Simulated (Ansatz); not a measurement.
## GaN with Sn replacing Ga: gradients before and after relaxing the atoms

Start: a supercell of GaN (wurtzite type, P6_3mc) built from an entry of the Crystallography Open Database (COD) (the entry's cell lengths or inner coordinates differ somewhat from later room-temperature determinations), with all atoms left at the host's positions.

```
Sn Ga N
1.0
     6.36000    0.00000    0.00000
    -4.77000    8.26188    0.00000
     0.00000    0.00000   10.33200
Sn Ga N
1 23 24
Direct
  0.16667 0.22222 0.00000
  0.16667 0.22222 0.50000
  0.16667 0.55556 0.00000
  0.16667 0.55556 0.50000
  0.16667 0.88889 0.00000
  0.16667 0.88889 0.50000
  0.66667 0.22222 0.00000
  0.66667 0.22222 0.50000
  0.66667 0.55556 0.00000
  0.66667 0.55556 0.50000
  0.66667 0.88889 0.00000
  0.66667 0.88889 0.50000
  0.33333 0.11111 0.25000
  0.33333 0.11111 0.75000
  0.33333 0.44444 0.25000
  0.33333 0.44444 0.75000
  0.33333 0.77778 0.25000
  0.33333 0.77778 0.75000
  0.83333 0.11111 0.25000
  0.83333 0.11111 0.75000
  0.83333 0.44444 0.25000
  0.83333 0.44444 0.75000
  0.83333 0.77778 0.25000
  0.83333 0.77778 0.75000
  0.16667 0.22222 0.18750
  0.16667 0.22222 0.68750
  0.16667 0.55556 0.18750
  0.16667 0.55556 0.68750
  0.16667 0.88889 0.18750
  0.16667 0.88889 0.68750
  0.66667 0.22222 0.18750
  0.66667 0.22222 0.68750
  0.66667 0.55556 0.18750
  0.66667 0.55556 0.68750
  0.66667 0.88889 0.18750
  0.66667 0.88889 0.68750
  0.33333 0.11111 0.43750
  0.33333 0.11111 0.93750
  0.33333 0.44444 0.43750
  0.33333 0.44444 0.93750
  0.33333 0.77778 0.43750
  0.33333 0.77778 0.93750
  0.83333 0.11111 0.43750
  0.83333 0.11111 0.93750
  0.83333 0.44444 0.43750
  0.83333 0.44444 0.93750
  0.83333 0.77778 0.43750
  0.83333 0.77778 0.93750
```

Atoms are numbered from 1 in the order listed; like atoms form one site, named after its first atom.

Computed with Ansatz: DFT, PBE, plane waves and PAW, scalar-relativistic, 420 eV cutoff, Γ-centred 4×3×2 k-points, Fermi–Dirac smearing 0.01 eV, cell charge +1.

The largest force at the start is 2.3 eV/Å. Relaxing the ions at fixed cell moves them by 0.101 Å at most (atom 40, N) and 0.039 Å rms.

```json
{"site": "Sn", "atom": "1", "moved (Å)": "0.015", "first shell before": "4 N at 1.94–1.95 Å", "first shell after": "4 N at 2.04–2.05 Å", "V_zz before (10²¹ V/m²)": "-1.04", "η before": "0.15"}
{"site": "Ga2", "atom": "2", "moved (Å)": "0.002", "first shell before": "4 N at 1.94–1.95 Å", "first shell after": "4 N at 1.94–1.97 Å", "V_zz before (10²¹ V/m²)": "0.61", "η before": "0.08"}
{"site": "Ga5", "atom": "5", "moved (Å)": "0.037", "first shell before": "4 N at 1.94–1.95 Å", "first shell after": "4 N at 1.92–1.95 Å", "V_zz before (10²¹ V/m²)": "1.80", "η before": "0.40"}
{"site": "Ga7", "atom": "7", "moved (Å)": "0.015", "first shell before": "4 N at 1.94–1.95 Å", "first shell after": "4 N at 1.93–1.94 Å", "V_zz before (10²¹ V/m²)": "-1.78", "η before": "0.56"}
{"site": "Ga11", "atom": "11", "moved (Å)": "0.048", "first shell before": "4 N at 1.94–1.95 Å", "first shell after": "4 N at 1.92–1.95 Å", "V_zz before (10²¹ V/m²)": "1.86", "η before": "0.34"}
{"site": "Ga12", "atom": "12", "moved (Å)": "0.015", "first shell before": "4 N at 1.94–1.95 Å", "first shell after": "4 N at 1.94 Å", "V_zz before (10²¹ V/m²)": "0.22", "η before": "0.35"}
{"site": "Ga14", "atom": "14", "moved (Å)": "0.068", "first shell before": "4 N at 1.94–1.95 Å", "first shell after": "4 N at 1.92–1.97 Å", "V_zz before (10²¹ V/m²)": "1.74", "η before": "0.24"}
{"site": "Ga16", "atom": "16", "moved (Å)": "0.068", "first shell before": "4 N at 1.94–1.95 Å", "first shell after": "4 N at 1.92–1.97 Å", "V_zz before (10²¹ V/m²)": "1.69", "η before": "0.29"}
{"site": "Ga20", "atom": "20", "moved (Å)": "0.068", "first shell before": "4 N at 1.94–1.95 Å", "first shell after": "4 N at 1.92–1.97 Å", "V_zz before (10²¹ V/m²)": "1.73", "η before": "0.25"}
{"site": "Ga22", "atom": "22", "moved (Å)": "0.011", "first shell before": "4 N at 1.94–1.95 Å", "first shell after": "4 N at 1.93–1.95 Å", "V_zz before (10²¹ V/m²)": "0.36", "η before": "0.58"}
{"site": "Ga23", "atom": "23", "moved (Å)": "0.003", "first shell before": "4 N at 1.94–1.95 Å", "first shell after": "4 N at 1.94–1.95 Å", "V_zz before (10²¹ V/m²)": "-0.80", "η before": "0.13"}
{"site": "N25", "atom": "25", "moved (Å)": "0.098", "first shell before": "1 Sn at 1.94 Å, 3 Ga at 1.95 Å", "first shell after": "3 Ga at 1.96 Å, 1 Sn at 2.05 Å", "V_zz before (10²¹ V/m²)": "1.06", "η before": "0.14"}
{"site": "N38", "atom": "38", "moved (Å)": "0.092", "first shell before": "3 Ga at 1.94–1.95 Å, 1 Sn at 1.95 Å", "first shell after": "3 Ga at 1.93–1.97 Å, 1 Sn at 2.04 Å", "V_zz before (10²¹ V/m²)": "1.04", "η before": "0.26"}
{"site": "N40", "atom": "40", "moved (Å)": "0.101", "first shell before": "3 Ga at 1.94–1.95 Å, 1 Sn at 1.95 Å", "first shell after": "3 Ga at 1.95–1.97 Å, 1 Sn at 2.04 Å", "V_zz before (10²¹ V/m²)": "1.00", "η before": "0.23"}
{"site": "N42", "atom": "42", "moved (Å)": "0.011", "first shell before": "4 Ga at 1.94–1.95 Å", "first shell after": "4 Ga at 1.92–1.95 Å", "V_zz before (10²¹ V/m²)": "0.41", "η before": "0.89"}
{"site": "N48", "atom": "48", "moved (Å)": "0.020", "first shell before": "4 Ga at 1.94–1.95 Å", "first shell after": "4 Ga at 1.93–1.95 Å", "V_zz before (10²¹ V/m²)": "0.46", "η before": "0.69"}
```

(1) What are V_zz and η after the relaxation?

Answers

(1) 

```tsv
site	atom	V_zz after	η after	change of V_zz
Sn	1	1.57	0.27	+2.61
Ga2	2	1.65	0.09	+1.04
Ga5	5	2.27	0.52	+0.47
Ga7	7	1.94	0.19	–
Ga11	11	2.53	0.46	+0.67
Ga12	12	0.65	0.79	+0.43
Ga14	14	3.73	0.42	+1.99
Ga16	16	3.62	0.52	+1.93
Ga20	20	3.67	0.43	+1.94
Ga22	22	1.21	0.16	+0.85
Ga23	23	-0.46	0.55	+0.34
N25	25	1.79	0.03	+0.73
N38	38	1.63	0.11	+0.59
N40	40	1.75	0.15	+0.75
N42	42	-0.26	0.60	-0.67
N48	48	0.22	0.42	–
```

The largest change of V_zz along a kept axis is on Sn, from -1.04 to 1.57. Small gradients that grow severalfold: Ga22 (0.36 to 1.21), Ga24 (0.20 to 1.08), Ga18 (0.16 to 1.14). In per cent, |V_zz| changes by -43 to +173 on Ga, +57 to +75 on N (all sites that start above 0.5, bar those whose gradient vanishes or changes sign or whose main axis turns by over 40°). Where |V_zz| stays above 0.1 and the axes keep their order, η moves most on Ga12, from 0.35 to 0.79. On Ga11, Ga5, Sn, N42, N37, N43 (not all in the table) V_xx and V_yy change places (or their axes turn by over 50°), so the two values of η hide a larger change. V_zz changes sign on Sn (same axis), N42 (axis turned by 10°). On Ga7, N48, Ga21, N31, N46, N39, N26, N29 and 9 more sites (not all in the table) the largest principal value lies along another axis in the second run, so the two V_zz can't be compared directly. The table leaves out 32 of the 48 sites, with |V_zz| up to 2.67; their tensors move by 1.26 at most along any direction. The statements above cover all sites. The host's own positions weren't relaxed first, so part of the change far from the defect can be the host's relaxation.

The defect repeats with the cell of 48 atoms, so it feels its images: sites between two images don't show the values beside a lone defect, and zeros or small values of η there can come from the images' arrangement. Ga and N carry a gradient in the pure host already, so the values there aren't the defect's effect alone. A uniform background compensates the cell's charge. Without spin–orbit coupling (the program notes it for Sn) the gradients are little affected as a rule: paired runs on crystals with a gap mostly move them by under 2 % at such atoms. The cell keeps the host's lattice, where the PBE pressure is 11 GPa (in a charged cell this depends on the convention for the mean potential).
Before: The neighbours have not yet relaxed around the defect (largest force 2.3 eV/Å), so a real crystal will differ.
